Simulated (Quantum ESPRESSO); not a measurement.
## GaGeHfO5F (one run as intended and one with a planted mistake)

Simulated, not a measurement. The program is pw.x of Quantum ESPRESSO 7.5 (plane-wave density functional theory). The cell is made up: 9 atoms on a corundum lattice with one site empty, with randomly drawn elements, strain and displacements, not relaxed. PseudoDojo standard norm-conserving files (v0.5 for PBE, v0.4.1 for LDA and PBEsol) set the functional; there is no spin polarisation, spin-orbit coupling or dispersion term, and the masses in the input are unused placeholders.

The hafnium pseudopotential is less sure than the others, with forces about 3 percent (worst 6) and pressure in oxides about 1.5 GPa (worst 2.7) from a second method in checks, which no rerun with the same files tests.

Intended input:

```
&control calculation='scf', pseudo_dir='./dojo.nc.sr.pbe.v0_5.standard.upf', outdir='./o', disk_io='medium', tprnfor=.true., tstress=.true. /
&system ibrav=0, nat=9, ntyp=5, nbnd=44, ecutwfc=84.00895049, nosym=.true., tot_charge=0,
 occupations='smearing', smearing='fd', degauss=0.0018374661
/
&electrons conv_thr=7.350e-09, electron_maxstep=60, /
ATOMIC_SPECIES
F 1.0 F.upf
Ga 1.0 Ga.upf
Ge 1.0 Ge.upf
Hf 1.0 Hf.upf
O 1.0 O.upf
CELL_PARAMETERS angstrom
2.5067 1.4472 4.5014
-2.5067 1.4472 4.5014
0.0 -2.8944 4.5014
ATOMIC_POSITIONS angstrom
Ga -0.0616 0.054 4.7297
Ge -0.0592 -0.061 2.0741
Hf 0.0088 0.0263 8.7743
O -0.9973 1.3994 7.8165
O -0.7129 -1.5559 7.8472
O 1.784 0.1017 7.8439
F 0.9672 -1.3824 5.6748
O 0.7343 1.4888 5.6435
O -1.7643 -0.137 5.6692
K_POINTS automatic
5 5 5 1 1 1
```

The log is shortened where brackets say so; the opening notice, blank lines, dates and the lines on written files are dropped, and the path of the files is cut. It prints rydbergs, bohrs and kilobars, and counts compression as positive stress. Where no state is partly filled, the Fermi energy that it prints is only some level between the filled and the empty states on the mesh, and need not lie in the true gap.

Log of the intended run:

```
     Program PWSCF v.7.5
     Parallel version (MPI & OpenMP), running on       1 processor cores
     Number of MPI processes:                 1
     Threads/MPI process:                     1
     [start-up lines left out]
     bravais-lattice index     =            0
     lattice parameter (alat)  =      10.1132  a.u.
     unit-cell volume          =     661.1901 (a.u.)^3
     number of atoms/cell      =            9
     number of atomic types    =            5
     number of electrons       =        76.00
     number of Kohn-Sham states=           44
     kinetic-energy cutoff     =      84.0090  Ry
     charge density cutoff     =     336.0358  Ry
     scf convergence threshold =      7.3E-09
     mixing beta               =       0.7000
     number of iterations used =            8  plain     mixing
     Exchange-correlation= PBE
                           (   1   4   3   4   0   0   0)
     [axes and pseudopotential details left out]
   Cartesian axes
     site n.     atom                  positions (alat units)
         1        Ga     tau(   1) = (  -0.0115104   0.0100903   0.8837777  )
         2        Ge     tau(   2) = (  -0.0110619  -0.0113983   0.3875602  )
         3        Hf     tau(   3) = (   0.0016443   0.0049143   1.6395396  )
         4        O      tau(   4) = (  -0.1863525   0.2614877   1.4605680  )
         5        O      tau(   5) = (  -0.1332104  -0.2907309   1.4663045  )
         6        O      tau(   6) = (   0.3333529   0.0190034   1.4656878  )
         7        F      tau(   7) = (   0.1807281  -0.2583112   1.0603763  )
         8        O      tau(   8) = (   0.1372091   0.2781927   1.0545276  )
         9        O      tau(   9) = (  -0.3296719  -0.0255994   1.0593299  )
     number of k points=    63  Fermi-Dirac smearing, width (Ry)=  0.0018
                       cart. coord. in units 2pi/alat
        k(    1) = (   0.0000000   0.0000000   0.1188894), wk =   0.0320000
        k(    2) = (   0.0000000  -0.2465306   0.1981489), wk =   0.0320000
     [further k points left out]
     Dense  grid:    68749 G-vectors     FFT dimensions: (  60,  60,  60)
     Estimated max dynamical RAM per process >     117.93 MB
     Initial potential from superposition of free atoms
     starting charge      75.9946, renormalised to      76.0000
     Starting wfcs are   52 randomized atomic wfcs
     total cpu time spent up to now is       16.7 secs
     per-process dynamical memory:    83.0 Mb
     Self-consistent Calculation
     iteration #  1     ecut=    84.01 Ry     beta= 0.70
     Davidson diagonalization with overlap
     ethr =  1.00E-02,  avg # of iterations =  2.0
     total cpu time spent up to now is       60.9 secs
     total energy              =    -658.37097235 Ry
     estimated scf accuracy    <       2.37470871 Ry
     iteration #  2     ecut=    84.01 Ry     beta= 0.70
     Davidson diagonalization with overlap
     ethr =  3.12E-03,  avg # of iterations =  3.0
     total cpu time spent up to now is      113.9 secs
     total energy              =    -658.77324145 Ry
     estimated scf accuracy    <       3.46587511 Ry
     [iterations 3 to 11 left out]
     iteration # 12     ecut=    84.01 Ry     beta= 0.70
     Davidson diagonalization with overlap
     ethr =  7.59E-11,  avg # of iterations =  3.5
     total cpu time spent up to now is      638.6 secs
     total energy              =    -659.49668321 Ry
     estimated scf accuracy    <       0.00000003 Ry
     iteration # 13     ecut=    84.01 Ry     beta= 0.70
     Davidson diagonalization with overlap
     ethr =  3.47E-11,  avg # of iterations =  2.0
     total cpu time spent up to now is      680.5 secs
     End of self-consistent calculation
     [lines on levels left out]
     the Fermi energy is    10.2140 ev
!    total energy              =    -659.49668322 Ry
     estimated scf accuracy    <          8.1E-10 Ry
     smearing contrib. (-TS)   =       0.00000000 Ry
     internal energy E=F+TS    =    -659.49668322 Ry
     The total energy is F=E-TS. E is the sum of the following terms:
     one-electron contribution =    -226.17525860 Ry
     hartree contribution      =     168.42562823 Ry
     xc contribution           =    -167.52685380 Ry
     ewald contribution        =    -434.22019905 Ry
     convergence has been achieved in  13 iterations
     Forces acting on atoms (cartesian axes, Ry/au):
     atom    1 type  2   force =    -0.01275509    0.01610701   -0.01743325
     atom    2 type  3   force =    -0.02926149   -0.06367592    0.06518476
     atom    3 type  4   force =     0.05035093    0.00132240   -0.07859959
     atom    4 type  5   force =    -0.07102801    0.01237504   -0.01732090
     atom    5 type  5   force =     0.01371886   -0.06818482   -0.03552421
     atom    6 type  5   force =    -0.00070799    0.05153558    0.01888264
     atom    7 type  1   force =    -0.05660531   -0.02941664    0.02655155
     atom    8 type  5   force =     0.08158654   -0.01813622    0.02723143
     atom    9 type  5   force =     0.02470155    0.09807356    0.01102757
     Total force =     0.236776     Total SCF correction =     0.000053
     Computing stress (Cartesian axis) and pressure
          total   stress  (Ry/bohr**3)                   (kbar)     P=       96.82
   0.00046452   0.00021709  -0.00011551           68.33       31.94      -16.99
   0.00021709   0.00085851  -0.00016154           31.94      126.29      -23.76
  -0.00011551  -0.00016154   0.00065153          -16.99      -23.76       95.84
     init_run     :     14.80s CPU     16.57s WALL (       1 calls)
     electrons    :    637.06s CPU    663.85s WALL (       1 calls)
     forces       :      8.29s CPU      8.45s WALL (       1 calls)
     stress       :     33.04s CPU     33.37s WALL (       1 calls)
     [timing details left out]
     PWSCF        :  11m33.71s CPU  12m 5.42s WALL
     JOB DONE.
```

A second run has one planted mistake: the cell and the positions are scaled by a wrong factor. The input lines that differ, file-writing options aside:

```
- 2.5067 1.4472 4.5014
+ 2.4613 1.421 4.4199
- -2.5067 1.4472 4.5014
+ -2.4613 1.421 4.4199
- 0.0 -2.8944 4.5014
+ 0.0 -2.842 4.4199
- Ga -0.0616 0.054 4.7297
+ Ga -0.0605 0.053 4.6441
- Ge -0.0592 -0.061 2.0741
+ Ge -0.0581 -0.0599 2.0366
- Hf 0.0088 0.0263 8.7743
+ Hf 0.0086 0.0258 8.6155
- O -0.9973 1.3994 7.8165
+ O -0.9792 1.3741 7.675
- O -0.7129 -1.5559 7.8472
+ O -0.7 -1.5277 7.7052
- O 1.784 0.1017 7.8439
+ O 1.7517 0.0999 7.7019
- F 0.9672 -1.3824 5.6748
+ F 0.9497 -1.3574 5.5721
- O 0.7343 1.4888 5.6435
+ O 0.721 1.4619 5.5414
- O -1.7643 -0.137 5.6692
+ O -1.7324 -0.1345 5.5666
```

Its log:

```
     Program PWSCF v.7.5
     Parallel version (MPI & OpenMP), running on       4 processor cores
     Number of MPI processes:                 4
     Threads/MPI process:                     1
     [start-up lines left out]
     bravais-lattice index     =            0
     lattice parameter (alat)  =       9.9301  a.u.
     unit-cell volume          =     625.9201 (a.u.)^3
     number of atoms/cell      =            9
     number of atomic types    =            5
     number of electrons       =        76.00
     number of Kohn-Sham states=           44
     kinetic-energy cutoff     =      84.0090  Ry
     charge density cutoff     =     336.0358  Ry
     scf convergence threshold =      7.3E-09
     mixing beta               =       0.7000
     number of iterations used =            8  plain     mixing
     Exchange-correlation= PBE
                           (   1   4   3   4   0   0   0)
     [axes and pseudopotential details left out]
   Cartesian axes
     site n.     atom                  positions (alat units)
         1        Ga     tau(   1) = (  -0.0115133   0.0100860   0.8837851  )
         2        Ge     tau(   2) = (  -0.0110566  -0.0113991   0.3875706  )
         3        Hf     tau(   3) = (   0.0016366   0.0049098   1.6395536  )
         4        O      tau(   4) = (  -0.1863445   0.2614950   1.4605738  )
         5        O      tau(   5) = (  -0.1332119  -0.2907256   1.4663210  )
         6        O      tau(   6) = (   0.3333534   0.0190112   1.4656930  )
         7        F      tau(   7) = (   0.1807306  -0.2583170   1.0603861  )
         8        O      tau(   8) = (   0.1372083   0.2782036   1.0545438  )
         9        O      tau(   9) = (  -0.3296805  -0.0255957   1.0593395  )
     number of k points=    63  Fermi-Dirac smearing, width (Ry)=  0.0018
                       cart. coord. in units 2pi/alat
        k(    1) = (   0.0000000   0.0000000   0.1188892), wk =   0.0320000
        k(    2) = (   0.0000000  -0.2465299   0.1981487), wk =   0.0320000
     [further k points left out]
     Dense  grid:    64975 G-vectors     FFT dimensions: (  60,  60,  60)
     Estimated max dynamical RAM per process >     200.78 MB
     Estimated total dynamical RAM >     755.52 MB
     Initial potential from superposition of free atoms
     starting charge      75.9946, renormalised to      76.0000
     Starting wfcs are   52 randomized atomic wfcs
     total cpu time spent up to now is        7.6 secs
     per-process dynamical memory:   153.5 Mb
     Self-consistent Calculation
     iteration #  1     ecut=    84.01 Ry     beta= 0.70
     Davidson diagonalization with overlap
     ethr =  1.00E-02,  avg # of iterations =  2.0
     total cpu time spent up to now is       23.5 secs
     total energy              =    -658.36832103 Ry
     estimated scf accuracy    <       2.34824191 Ry
     iteration #  2     ecut=    84.01 Ry     beta= 0.70
     Davidson diagonalization with overlap
     ethr =  3.09E-03,  avg # of iterations =  3.0
     total cpu time spent up to now is       40.1 secs
     total energy              =    -658.85489518 Ry
     estimated scf accuracy    <       2.89865436 Ry
     [iterations 3 to 11 left out]
     iteration # 12     ecut=    84.01 Ry     beta= 0.70
     Davidson diagonalization with overlap
     ethr =  2.71E-11,  avg # of iterations =  3.0
     total cpu time spent up to now is      173.4 secs
     total energy              =    -659.45764269 Ry
     estimated scf accuracy    <          7.4E-09 Ry
     iteration # 13     ecut=    84.01 Ry     beta= 0.70
     Davidson diagonalization with overlap
     ethr =  9.77E-12,  avg # of iterations =  2.0
     total cpu time spent up to now is      186.5 secs
     End of self-consistent calculation
     [lines on levels left out]
     the Fermi energy is    10.4507 ev
!    total energy              =    -659.45764270 Ry
     estimated scf accuracy    <          5.1E-10 Ry
     smearing contrib. (-TS)   =      -0.00000000 Ry
     internal energy E=F+TS    =    -659.45764270 Ry
     The total energy is F=E-TS. E is the sum of the following terms:
     one-electron contribution =    -214.20784924 Ry
     hartree contribution      =     164.87456831 Ry
     xc contribution           =    -167.89584478 Ry
     ewald contribution        =    -442.22851698 Ry
     convergence has been achieved in  13 iterations
     Forces acting on atoms (cartesian axes, Ry/au):
     atom    1 type  2   force =    -0.01326387    0.00943499   -0.01287890
     atom    2 type  3   force =    -0.02775933   -0.05832244    0.05524783
     atom    3 type  4   force =     0.05530486   -0.00072163   -0.08510843
     atom    4 type  5   force =    -0.07351273    0.03659622   -0.03325898
     atom    5 type  5   force =    -0.00674477   -0.07883167   -0.05447060
     atom    6 type  5   force =     0.01311767    0.03513956    0.01167875
     atom    7 type  1   force =    -0.06708613   -0.03447389    0.04424885
     atom    8 type  5   force =     0.09171627   -0.01859229    0.04511598
     atom    9 type  5   force =     0.02822803    0.10977115    0.02942551
     Total force =     0.262164     Total SCF correction =     0.000063
     Computing stress (Cartesian axis) and pressure
          total   stress  (Ry/bohr**3)                   (kbar)     P=      234.42
   0.00135883   0.00024146  -0.00009083          199.89       35.52      -13.36
   0.00024146   0.00183087  -0.00013848           35.52      269.33      -20.37
  -0.00009083  -0.00013848   0.00159089          -13.36      -20.37      234.03
     init_run     :      7.23s CPU      7.49s WALL (       1 calls)
     electrons    :    178.01s CPU    178.91s WALL (       1 calls)
     forces       :      1.76s CPU      1.78s WALL (       1 calls)
     stress       :      5.90s CPU      5.90s WALL (       1 calls)
     [timing details left out]
     PWSCF        :   3m13.11s CPU   3m14.38s WALL
     JOB DONE.
```

|  | intended run | run with the mistake |
| --- | --- | --- |
| free energy (eV) | -8972.909 | -8972.378 |
| smearing term -TS (eV) | 0.0000 | 0.0000 |
| pressure (GPa) | 9.68 | 23.44 |
| largest force component (eV/Å) | 2.522 | 2.822 |
| largest change of a force component (eV/Å) |  | 0.623 |
| iterations | 13 | 13 |

For scale, a rerun of the intended cell at 1437 eV and a 7 x 7 x 7 mesh moved values by no more than 0.003 eV in energy, 0.04 GPa in stress and 0.002 eV/Å in force.